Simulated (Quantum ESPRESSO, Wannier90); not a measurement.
**CdS (wurtzite): Wannier90 run**

```xyz
4
Lattice="4.1688 0.0000 0.0000 -2.0844 3.6103 0.0000 0.0000 0.0000 6.7796" Properties=species:S:1:pos:R:3 pbc="T T T"
Cd    -2.0844     1.2034    -3.3883
Cd     2.0844    -1.2034     0.0015
S     -2.0844     1.2034    -0.8354
S      2.0844    -1.2034     2.5544
```

Structure: Materials Project mp-672, symmetrised, not relaxed again. COD (Crystallography Open Database) has the formula in 2 space groups, this one among them (matched by group alone). Level: PBEsol, no spin polarisation, no spin-orbit coupling; pw.x of Quantum ESPRESSO at 82 Ry with PseudoDojo potentials, 4×4×4 k-points, Wannier90. Density: 12×12×6 mesh, Gaussian smearing 0.01 Ry.

Functional, cutoff and mesh named above are those of the base row (PBEsol); the first column says what each row takes instead. Model: 16 functions from bands 9-10,21-48, start hydrogen-like Cd: s;p; S: s;p, disentangled but not localised (num_iter = 0), frozen window tied to the conduction edge or Fermi level of each row, as listed, which moves Ω_I and hoppings a little by itself. Energies are relative to the valence-band maximum; the misfit is to pw.x on a path, for states up to 2.0 eV relative to the valence-band maximum. The functional changes, each with its own PseudoDojo files and their cutoffs, on the same cell. The disentangled Ω_I can sit in another minimum from row to row.

| functional | frozen to (eV) | Ω_I (Å²) | rms misfit (meV) | gap (eV) | bottom of band 9 (eV) | on-site Cd1 pz minus Cd1 s (eV) | hopping modulus S3 pz – Cd1 pz, R = 0 0 0 (eV) | hopping modulus S3 pz – Cd1 s, R = 0 0 0 (eV) | hopping modulus Cd2 s – S3 s, R = 1 0 0 (eV) |
|---|---|---|---|---|---|---|---|---|---|
| LDA | 2.38 | 23.88 | 11 | 0.88 | -12.21 | 5.21 | 2.519 | 1.916 | 1.118 |
| PBE | 2.66 | 23.83 | 10.0 | 1.16 | -12.20 | 5.18 | 2.528 | 1.917 | 1.120 |
| PBEsol | 2.53 | 24.00 | 10 | 1.02 | -12.21 | 5.16 | 2.526 | 1.922 | 1.123 |
